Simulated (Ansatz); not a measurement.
**Data sheet: Pt (DFT)**

Pt:
Space group I4₁/amd, origin choice 1 (No. 141); a = b = 5.0369 Å, c = 2.7038 Å, α = β = γ = 90.00°

```tsv
atom	site	symmetry	x	y	z
Pt	4a	-4m2	0.0000	0.0000	0.0000
```
(The calculation used a cell of 2 atoms; values per cell refer to that cell.)

Space group I4_1/amd (No. 141), β-Sn type; conventional cell a = b = 5.0369 Å, c = 2.7038 Å, α = β = γ = 90.00°.

Method: plane-wave PAW PBE (Ansatz code). Geometry: relaxed at this level of theory. Other levels are named where they apply.

Cell and energy:

* **Volume per atom**: 17.15 Å³
* **Density**: 18.89 g/cm³

Electronic structure:

- Electronic character = metallic (no gap)
- Density of states at the Fermi level = 1.2 states/eV per atom (mean over ±0.08 eV)
- Gap with spin–orbit coupling = none (metallic)

Mechanics:

- Bulk modulus (Birch–Murnaghan fit): 206 GPa
- Pressure derivative B′: 5.4

Phonons:

* **Highest zone-centre frequency**: 22.1 meV
* **Zone-centre stability**: no imaginary mode at Γ

The cell is a constructed one: a structure type filled with these elements; neither database checked (COD, Materials Project) lists it. It is not the phase usual at ambient conditions (space group No. 225). The cell was relaxed with PBE under the symmetry of its start. No spin polarisation was allowed. As this level gives no gap, phonon frequencies hold no LO–TO term and depend on the k-mesh and smearing (Fermi–Dirac, 0.1 eV here). Axis ratios of metals converge slowly with the k-mesh, so a and c are less sure than the volume. Spin–orbit coupling is left out wherever it is not named.

Potentials: the later of the program's two PAW sets.
